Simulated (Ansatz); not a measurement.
## Several inputs for ZnS with Cl replacing S

Cell: a supercell of ZnS (wurtzite type, P6_3mc) built from a COD entry, with all atoms left at the host's positions.

```cif
data_structure
_symmetry_space_group_name_H-M 'P 1'
_symmetry_Int_Tables_number 1
_cell_length_a 7.6220
_cell_length_b 7.6220
_cell_length_c 12.4680
_cell_angle_alpha 90.000
_cell_angle_beta 90.000
_cell_angle_gamma 120.000
_cell_volume 627.29
loop_
_atom_site_label
_atom_site_type_symbol
_atom_site_fract_x
_atom_site_fract_y
_atom_site_fract_z
_atom_site_occupancy
Zn1 Zn 0.16667 0.33333 0.00000 1
Zn2 Zn 0.16667 0.33333 0.50000 1
Zn3 Zn 0.16667 0.83333 0.00000 1
Zn4 Zn 0.16667 0.83333 0.50000 1
Zn5 Zn 0.66667 0.33333 0.00000 1
Zn6 Zn 0.66667 0.33333 0.50000 1
Zn7 Zn 0.66667 0.83333 0.00000 1
Zn8 Zn 0.66667 0.83333 0.50000 1
Zn9 Zn 0.33333 0.16667 0.25000 1
Zn10 Zn 0.33333 0.16667 0.75000 1
Zn11 Zn 0.33333 0.66667 0.25000 1
Zn12 Zn 0.33333 0.66667 0.75000 1
Zn13 Zn 0.83333 0.16667 0.25000 1
Zn14 Zn 0.83333 0.16667 0.75000 1
Zn15 Zn 0.83333 0.66667 0.25000 1
Zn16 Zn 0.83333 0.66667 0.75000 1
Cl17 Cl 0.16667 0.33333 0.19250 1
S18 S 0.16667 0.33333 0.69250 1
S19 S 0.16667 0.83333 0.19250 1
S20 S 0.16667 0.83333 0.69250 1
S21 S 0.66667 0.33333 0.19250 1
S22 S 0.66667 0.33333 0.69250 1
S23 S 0.66667 0.83333 0.19250 1
S24 S 0.66667 0.83333 0.69250 1
S25 S 0.33333 0.16667 0.44250 1
S26 S 0.33333 0.16667 0.94250 1
S27 S 0.33333 0.66667 0.44250 1
S28 S 0.33333 0.66667 0.94250 1
S29 S 0.83333 0.16667 0.44250 1
S30 S 0.83333 0.16667 0.94250 1
S31 S 0.83333 0.66667 0.44250 1
S32 S 0.83333 0.66667 0.94250 1
```

Atoms are numbered from 1 in the order listed; like atoms form one site, named after its first atom.

Reference run. All values are calculated (Ansatz; DFT, PBE, plane waves and PAW, scalar-relativistic, 420 eV cutoff, Γ-centred 3×3×2 k-points, Fermi–Dirac smearing 0.01 eV, cell charge +1), not measured.

It gives V_zz (10²¹ V/m²) Cl -2.23 (η 0.00), Zn1 7.96 (η 0.00), S19 3.27 (η 0.61), among others. Each of these runs changes the input as listed (caps on SCF iterations aside):

A. scf.lower_state_search: not typed → light; crystal.symmetry: not typed → {detect: false}
B. scf.occupations.width: 0.01 → 0.025; scf.mixing.algorithm: not typed → broyden; scf.mixing.beta: not typed → 0.1; hamiltonian.xc: pbe → lda

Question: Which of these changes matter for the gradients?

Answer: 

```csv
run,Cl V_zz (η),Zn1 V_zz (η),S19 V_zz (η),"largest change of a gradient tensor, all atoms",note
A,-2.23 (0.00),7.96 (0.00),3.27 (0.61),0.00,converged
B,-2.29 (0.00),7.91 (0.00),3.34 (0.60),0.07,converged; another functional
```

Run B moves them most, on S19 (V_zz from 3.27 to 3.34); against its own size the tensor moves most on Cl among sites above 0.3 (by 0.06, V_zz from -2.23 to -2.29).

In run B the shift comes from hamiltonian.xc: the other keys steer the path to self-consistency or leave the density as it is (the gap is far wider than the smearing).

On the reference run: The defect repeats with the cell of 32 atoms, so it feels its images: sites between two images don't show the values beside a lone defect, and zeros or small values of η there can come from the images' arrangement. S and Zn carry a gradient in the pure host already, so the values there aren't the defect's effect alone. A uniform background compensates the cell's charge. The neighbours have not yet relaxed around the defect (largest force 1.6 eV/Å), so a real crystal will differ.
